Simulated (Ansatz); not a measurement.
WS2:
```yaml
crystal:
  lattice:
    - [3.17173, 0.00000, 0.00000]
    - [-1.58587, 2.74680, 0.00000]
    - [0.00000, 0.00000, 12.55251]
  atoms:
    - { symbol: W, position: [0.33333, 0.66667, 0.75000] }
    - { symbol: W, position: [0.66667, 0.33333, 0.25000] }
    - { symbol: S, position: [0.33333, 0.66667, 0.12569] }
    - { symbol: S, position: [0.66667, 0.33333, 0.87431] }
    - { symbol: S, position: [0.66667, 0.33333, 0.62569] }
    - { symbol: S, position: [0.33333, 0.66667, 0.37431] }
```

r²SCAN+D4 (plane waves, PAW; program Ansatz) gives a gap of 1.18 eV without spin–orbit coupling, maximum at Γ, minimum on the K–Γ line, 48 % of the way from K.

Problem. What happens when spin–orbit coupling is switched on?

Solution. The gap falls by 0.06 eV, to 1.12 eV; maximum at Γ, minimum on the K–Γ line, 48 % of the way from K.

Problem. Give the electron effective mass with spin–orbit coupling.

Solution. 0.53, 0.56, 0.59 mₑ (principal values).

Problem. Give the hole effective mass with spin–orbit coupling.

Solution. 0.63, 0.63, 0.74 mₑ (principal values).

Space group P6_3/mmc. The cell was relaxed with r²SCAN+D4 under the symmetry of its start; phonons on a q-mesh show no instability. No spin polarisation was allowed.

Potentials: the later of the program's two PAW sets.
